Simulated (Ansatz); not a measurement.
Total density of states per atom from DFT-r²SCAN in the program Ansatz with PAW potentials, in 0.25 eV bins, energy from the Fermi level:

```
E (eV) | states/eV/atom
    -7.85 |  0.00
    -7.60 |  0.00
    -7.35 |  0.00
    -7.10 |  0.00
    -6.85 |  0.00
    -6.60 |  0.00
    -6.35 |  0.01
    -6.10 | #### 0.16
    -5.85 | ######### 0.39
    -5.60 | ########## 0.41
    -5.35 | ############# 0.56
    -5.10 | ################ 0.67
    -4.85 | ############## 0.58
    -4.60 | ############# 0.53
    -4.35 | ################ 0.69
    -4.10 | ##################### 0.89
    -3.85 | ################## 0.76
    -3.60 | ########################### 1.12
    -3.35 | ######################### 1.05
    -3.10 | ################## 0.78
    -2.85 | ######################## 0.99
    -2.60 | ############################## 1.27
    -2.35 | ######################## 1.02
    -2.10 | ########################## 1.09
    -1.85 | ############################## 1.26
    -1.60 | ###################### 0.93
    -1.35 | ########################### 1.15
    -1.10 | #################### 0.85
    -0.85 | ############ 0.49
    -0.60 | ######### 0.38
    -0.35 | ####### 0.29
    -0.10 | ######## 0.35
     0.15 | ############# 0.55
     0.40 | ############ 0.52
     0.65 | ######################### 1.05
     0.90 | ############ 0.51
     1.15 | ######### 0.39
     1.40 | ############## 0.59
     1.65 | ################### 0.82
     1.90 | #################### 0.86
     2.15 | ############## 0.60
     2.40 | ########### 0.47
     2.65 | ############### 0.63
     2.90 | #################### 0.85
     3.15 | ########## 0.43
     3.40 | ########## 0.41
     3.65 | ################ 0.69
     3.90 | ###################### 0.91
     4.15 | ############ 0.52
     4.40 | ###### 0.27
     4.65 | ###### 0.25
```

Question: Pick the material that matches.
A. ZrSiRu, P-62m (Ru on 3f, Zr on 3g, Si on 1b, Si on 2c)
B. Co2Si, Pnma (Co on 4c, Co on 4c, Si on 4c)
C. ZrCd, P4/nmm (Zr on 2c, Cd on 2c)
D. YSi2Au2, I4/mmm (Y on 2a, Si on 4e, Au on 4d)

Answer: A, ZrSiRu, P-62m (Ru on 3f, Zr on 3g, Si on 1b, Si on 2c). Within 0.5 eV of the Fermi level: Ru 4d 43 %, Zr 4d 36 %, Si 3p 13 %. Projections are on Löwdin-orthogonalised atomic valence shells; empty p or d shells of many metals are not among them.

The workflow started from an entry of the Crystallography Open Database (COD). Its standing as an ambient phase is unchecked. Symmetry was held in the r²SCAN relaxation; whether a distortion lowers the energy is not shown. The run is not spin-polarised. Spin–orbit coupling is left out wherever it is not named.

Potentials: the later of the program's two PAW sets.
